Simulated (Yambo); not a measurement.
Yambo run on KTaO3 (cubic perovskite, space group Pm-3m, No. 221). The wavefunctions are norm-conserving LDA (Quantum ESPRESSO, 84 Ry, scalar-relativistic) ones on a 4×4×4 mesh (20 occupied bands); a = 3.9949 Å, b = 3.9949 Å, c = 3.9949 Å, α = 90.00°, β = 90.00°, γ = 90.00°.

Yambo input:

```
rim_cut
gw0
dyson
el_el_corr
HF_and_locXC
ppa
em1d
RandQpts= 1000000
RandGvec= 1 Ry
EXXRLvcs= 84 Ry
VXCRLvcs= 336 Ry
Chimod= "HARTREE"
% BndsRnXp
 2 | 50 |
%
NGsBlkXp= 6 Ry
% LongDrXp
 1.0 | 1.0 | 1.0 |
%
PPAPntXp= 27.2114 eV
% GbndRnge
 1 | 50 |
%
GTermKind= "BG"
DysSolver= "n"
ExtendOut
% QPkrange
 1 | 1 | 20 | 21 |
 10 | 10 | 20 | 20 |
%
```

k points by index: 1 = Γ, 10 = R.

Resulting energies as the program prints them:

```
#    K-point    Band    Eo [eV]    E [eV]    E-Eo [eV]    Vxc [eV]    Vnlxc [eV]    Sc|Eo [eV]    Sc|E [eV]    dSc/dw|Eo [eV]    Re(Z)    Im(Z)
#
    1    20    -0.644707    -0.970486    -0.325779    -20.12854    -25.24998    4.702002    4.795662    -7.819549    0.776779    -0.001521
    1    21    2.077769    3.623678    1.545908    -14.94612    -9.280617    -3.803322    -4.119595    -5.566697    0.830169    -0.001126
    10    20    0.000000    -0.264876    -0.264876    -19.89046    -25.08755    4.853027    4.932210    -8.130305    0.769949    -0.001428
```
(The two width columns are left out.) Convergence of these settings isn't established.

Spin-orbit coupling is not included.

Geometry of the Materials Project entry, not relaxed at this level.
